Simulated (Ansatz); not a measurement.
The guess for MgAuC2N2 was made by a generator: packed cyanide-bridged chains (P-1, No. 2). The dimensions are guesses.

```
Mg C Au N
1.0
     3.38026    0.00000    0.00000
    -1.22058    3.21770    0.00000
    -0.78590   -1.62360    8.61885
Mg C Au N
1 2 1 2
Cartesian
  0.0000 0.0000 0.0000
  1.5943 2.2884 1.6544
  -0.2205 -0.6943 6.9644
  0.6869 0.7970 4.3094
  1.2602 1.7393 2.6320
  0.1136 -0.1452 5.9868
```

Method: Ansatz 0.2.0, DFT PBE, scalar-relativistic, plane waves, PAW. Cutoff 420 eV, Gaussian smearing, Γ-centred meshes. Cell and atoms relax first on a coarse mesh and then on a finer one. In between, the cell is made exact in the group found at 0.06 Å. In metals the finer mesh still leaves noise of several meV/atom or more. The steps can't lower the symmetry of their start. No spin polarisation in the relaxation; trial moments died out in a coarse test.

A guess keeps its type if space group and coordination stay and the shape of the cell changes little (axis ratios within about 15 %, angles within 6°); the volume may change.

Q: Does it keep its structure type, or change into something else?

A: It doesn't keep its type. The symmetry goes from P-1 (No. 2) to R-3m (No. 166). The volume per atom shrinks by 5.1 %, from 15.6 to 14.8 Å³. The shortest distance goes from 1.17 Å (C–N) to 1.19 Å (C–N). Counting neighbours within 15 % of an atom's shortest distance, the start has Au 2, C 1, Mg 2, N 1 and the end Au 2, C 1, Mg 6, N 1. In detail, at the end around Mg lie 6 C at 2.38 Å; C has 1 N at 1.19 Å and 3 Mg at 2.38 Å; Au has 2 N at 1.93 Å; N has 1 C at 1.19 Å and 1 Au at 1.93 Å.

```xyz
6
Lattice="1.6936 0.9778 8.9572 -1.6936 0.9778 8.9572 0.0000 -1.9556 8.9572" Properties=species:S:1:pos:R:3 pbc="T T T"
Mg    0.0000    0.0000    0.0000
C     0.0000    0.0000   16.5605
C     0.0000    0.0000   10.3111
Au    0.0000    0.0000   13.4358
N     0.0000    0.0000   15.3691
N     0.0000    0.0000   11.5024
```

The last run used a 12×12×4 mesh (in the run's order of axes) for its 6-atom cell and Gaussian smearing of 0.10 eV. These runs have no spin–orbit coupling, which can matter for Au. A structure relaxed within its symmetry needn't be a true minimum.
